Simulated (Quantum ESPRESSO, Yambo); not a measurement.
Levels of theory for the gap of Rb$_{2}$NaScF$_{6}$

Rb2NaScF6 (space group Fm-3m, No. 225): one geometry, one set of PBEsol (pw.x of Quantum ESPRESSO, ONCV potentials, scalar-relativistic) orbitals, self-energies from Yambo (2×2×2 Γ-centred k mesh, bands 3 to 317 and a 8 Ry block in the screening, 317 bands in G with the Bruneval-Gonze terminator, plasmon pole fitted at 27.2 eV).

The geometry is that of Materials Project entry mp-1113669, symmetrised and not relaxed again.

| level | gap Γ → Γ (eV) | rough Yambo cost |
|---|---|---|
| PBEsol (Quantum ESPRESSO) | 6.76 | – |
| exchange only (Hartree-Fock self-energy on PBEsol orbitals) | 18.90 | about 1/40 (6 states) |
| static COHSEX@PBEsol | 11.58 | within a factor of two (2 states) |
| G0W0@PBEsol, plasmon pole | 10.29 | 1 (6 states) |
| G0W0@PBEsol, multipole fit to 8 frequencies, no terminator | 10.02 | within a factor of two (2 states) |

Bare exchange has no screening and gives the widest gap; static COHSEX screens it but leaves out the frequency dependence, which G0W0 restores.

Costs are rough ratios of core time on shared machines.

Convergence of the G0W0 settings was not tested. The k mesh is coarse.

The structure is a Materials Project entry; no match was found in the copy of COD used, and its stability was not checked.
